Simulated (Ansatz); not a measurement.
# All-electron DFT: Be₃As

System: model Be₃As in the Cu3Au structure, strained and with atoms displaced.

PBE on LAPW, all electrons: scalar relativity, no spin–orbit coupling, point nuclei (Ansatz). Sampling: 2×2×2 (half-step shift) mesh with 0.15 eV Fermi–Dirac smearing (a coarse mesh, not converged over the zone). For a metal, stress, forces and moments on so few k-points can be far from the converged ones. The run is spin-unpolarised. The cell's electron count is odd, so a run with spin could end lower. Atoms are numbered as listed.

Lattice vectors (Å):
```
 3.3718 -0.0098 -0.0313
-0.0098  3.7045  0.0042
-0.0313  0.0042  3.3950
```

| atom | x | y | z (fractional) |
| --- | --- | --- | --- |
| As1 | 0.9726 | 0.2887 | 0.2542 |
| Be2 | 0.9631 | 0.7659 | 0.7638 |
| Be3 | 0.4875 | 0.2779 | 0.7651 |
| Be4 | 0.4732 | 0.7923 | 0.2722 |

```tsv
atom	Fx (eV/Å)	Fy (eV/Å)	Fz (eV/Å)
As1	0.274	-0.122	0.272
Be2	0.053	-0.119	-0.074
Be3	-0.170	-0.152	-0.196
Be4	-0.157	0.394	-0.002
```

Stress (GPa; xx, yy, zz, yz, xz, xy; compression positive): 9.80, -6.25, 8.87, -0.08, -7.72, -1.15.

```json
{"All-electron E − TS, for this scheme": "-62728.181 eV", "Pressure": "4.14 GPa", "Largest force": "0.424 eV/Å"}
```

Repeat with r2SCAN by all-electron PAW datasets generated for the cell without frozen cores, scalar-relativistic, point nucleus.

Relative to PBE, the pressure goes down by 0.93 GPa to 3.21 GPa, and the forces move by 0.024 eV/Å (r.m.s. over the atoms).

```csv
atom,Fx (eV/Å),Fy (eV/Å),Fz (eV/Å)
As1,0.269,-0.134,0.284
Be2,0.078,-0.134,-0.071
Be3,-0.180,-0.150,-0.192
Be4,-0.167,0.418,-0.021
```

Now LDA (PW92) by all-electron full-potential LAPW, scalar-relativistic, point nucleus at the same geometry. How do the results move?

Relative to PBE, the pressure drops by 5.38 GPa to -1.24 GPa, and the forces move by 0.040 eV/Å (r.m.s. over the atoms).

Forces (eV/Å): As1 (0.251, -0.099, 0.247); Be2 (0.042, -0.171, -0.068); Be3 (-0.139, -0.146, -0.181); Be4 (-0.153, 0.416, 0.002).
